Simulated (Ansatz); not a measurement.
## BaTiO3 at a changed volume — quadrupolar parameters

The cell is a structure deposited in the COD, relaxed with PBE at fixed cell and then changed (volume scaled by 1.06, ions relaxed).

```yaml
crystal:
  lattice:
    - [4.07825, 0.00000, 0.00000]
    - [0.00000, 4.07825, 0.00000]
    - [0.00000, 0.00000, 4.09680]
  atoms:
    - { symbol: Ba, position: [0.00000, 0.00000, 0.99075] }
    - { symbol: Ti, position: [0.50000, 0.50000, 0.47487] }
    - { symbol: O, position: [0.50000, 0.50000, 0.03171] }
    - { symbol: O, position: [0.50000, 0.00000, 0.51534] }
    - { symbol: O, position: [0.00000, 0.50000, 0.51534] }
```

Sites (sets of like atoms) are named by element and the number of their first atom in this list.

Level of theory: DFT, PBE, plane waves and PAW, scalar-relativistic, 420 eV cutoff, Γ-centred 8×8×8 k-points, Fermi–Dirac smearing 0.02 eV (Ansatz 0.2.0).

Conventions: |V_zz| ≥ |V_yy| ≥ |V_xx|, η = (V_xx − V_yy)/V_zz, C_Q = eQV_zz/h.

¹³⁷Ba: I = 3/2, Q = 236.0 mb; Ti-49: I = 7/2, Q = 247.0 mb; 17O: I = 5/2, Q = -25.58 mb. Quadrupole moments are those of Pyykkö's year-2017 table.

```tsv
site	atoms (order as listed)	first shell	V_zz (10²¹ V/m²)	η	C_Q (MHz)
Ba	1	12 O at 2.82–2.96 Å	-1.33	0.00	-7.58
Ti	2	6 O at 1.82–2.28 Å	-0.60	0.00	-3.61
O3	3	2 Ti at 1.82–2.28 Å, angle 180°; also 4 Ba at 2.89 Å	1.16	0.00	-0.717
O4	4, 5	2 Ti at 2.05 Å, angle 171°; also 4 Ba at 2.82–2.96 Å	3.40	0.09	-2.11
```

An axis of threefold or higher order runs through Ba, Ti and O3, so V_zz lies along it and η is zero. At O4 V_zz points along the line of its two bonds (within 1°).

Without spin–orbit coupling (the program notes it for Ba) the gradients are little affected as a rule: paired runs on crystals with a gap mostly move them by under 2 % at such atoms.

The relaxation (6 steps) took 63 s of wall time (63 s of CPU time) and 0.53 GiB at its peak, on 1 thread of Intel Xeon Platinum 8488C (Sapphire Rapids) (x86_64; 16 cores open to the job, memory cap 3.0 GiB, no GPU), a shared host with a load of 0.5 a core.
